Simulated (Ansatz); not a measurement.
Relaxed-ion elastic tensor of BaTiO$_{3}$ (cubic perovskite, space group No. 221) in GPa (Voigt order), r²SCAN (plane waves, PAW; program Ansatz); density 6.08 g/cm³, 12.74 Å³ per atom.

```
     1    2    3    4    5    6
-  ---  ---  ---  ---  ---  ---
1  315  114  114  0.0  0.0  0.0
2  114  315  114  0.0  0.0  0.0
3  114  114  315  0.0  0.0  0.0
4  0.0  0.0  0.0  133  0.0  0.0
5  0.0  0.0  0.0  0.0  133  0.0
6  0.0  0.0  0.0  0.0  0.0  133
```

Question: Is the crystal mechanically stable?

Answer: Yes: the smallest eigenvalue of C is 133 GPa.

Question: Work out the Voigt, Reuss and Hill averages.

Answer: K_V = 181, K_R = 181, K_H = 181; G_V = 120, G_R = 118, G_H = 119 GPa.

Question: Give Young's modulus, Poisson's ratio, Pugh's ratio and the universal anisotropy index.

Answer: E = 9KG/(3K + G) = 293 GPa; ν = 0.23; K/G = 1.52 (brittle by the Pugh limit of 1.75); A_U = 5G_V/G_R + K_V/K_R − 6 = 0.09.

Question: Estimate the sound speeds and the Debye temperature.

Answer: v_l = √((K + 4G/3)/ρ) = 7470 m/s, v_t = √(G/ρ) = 4420 m/s, mean 4900 m/s; Θ = (h/k)(3n/4πV)^(1/3) v_m = 624 K.

Question: Give the Zener ratio and Young's modulus along [100], [110] and [111].

Answer: A = 2C44/(C11 − C12) = 1.32; 1/E = S11 − 2(S11 − S12 − S44/2)Γ with Γ = 0, 1/4, 1/3 gives 255, 301, 320 GPa.

Question: Solve the Christoffel equation for the three sound speeds along [100], [110], [111].

Answer: Eigenvalues of C_ijkl n_j n_l equal ρv². In km/s, slowest first: [100] 4.67, 4.67, 7.20; [110] 4.07, 4.67, 7.56; [111] 4.28, 4.28, 7.67.

Space group Pm-3m (cubic perovskite). This is a known high-temperature phase of the composition, computed here at zero pressure and temperature. The cell was relaxed with r²SCAN under the symmetry of its start. At this level the phase is dynamically unstable (imaginary phonons). The run is not spin-polarised. Spin–orbit coupling is left out wherever it is not named.

Potentials: the later of the program's two PAW sets.
